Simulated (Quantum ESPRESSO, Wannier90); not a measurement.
Tight-binding from DFT: BaTiO3 (cubic perovskite)

```yaml
crystal:
  lattice:
    - [4.00768, 0.00000, 0.00000]
    - [0.00000, 4.00768, 0.00000]
    - [0.00000, 0.00000, 4.00768]
  atoms:
    - { symbol: Ba, position: [0.50000, 0.50000, 0.50000] }
    - { symbol: Ti, position: [0.00000, 0.00000, 0.00000] }
    - { symbol: O, position: [0.50000, 0.00000, 0.00000] }
    - { symbol: O, position: [0.00000, 0.50000, 0.00000] }
    - { symbol: O, position: [0.00000, 0.00000, 0.50000] }
```

Structure: Materials Project mp-2998, symmetrised, not relaxed again. COD (Crystallography Open Database) records the formula in this space group. Ideal cubic forms of this type are often high-temperature phases that distort on cooling; symmetry holds the cell here, and its stability was not tested. Level: PBEsol, no spin polarisation, no spin-orbit coupling; pw.x of Quantum ESPRESSO at 68 Ry with PseudoDojo potentials, 6×6×6 k-points, Wannier90. Density: 8×8×8 mesh, cold smearing 0.01 Ry. Spin-orbit coupling is left out although heavy elements are present.

Functional, cutoff and mesh named above are those of the base row (6×6×6); the first column says what each row takes instead. Model: 12 functions from bands 6-8,12-20, start SCDM (isolated) (the valence bands). Energies are relative to the valence-band maximum; the misfit is to pw.x on a path, for all bands of the set. Only the mesh of Bloch states changes. Ω_total can sit in another minimum from row to row; Ω_I of an isolated set cannot. A star marks runs that hit the step limit.

Question: Among the meshes 2×2×2, 3×3×3, 4×4×4, 5×5×5, 6×6×6, 7×7×7, which is the coarsest that interpolates to 20 meV rms?

Answer: 4×4×4.

```
mesh   Ω_I (Å²)  Ω_total (Å²)  rms misfit (meV)  k-points (cost)
-----  --------  ------------  ----------------  ---------------
2×2×2      9.46         10.77                76                8
3×3×3     11.57        12.90*                51               27
4×4×4     12.49        13.84*               7.6               64
5×5×5     12.96         14.31               6.9              125
6×6×6     13.23         14.57               1.3              216
7×7×7     13.39         14.73               1.2              343
```

Ω_I still rises with the mesh: the finite-difference spreads converge slowly and from below.
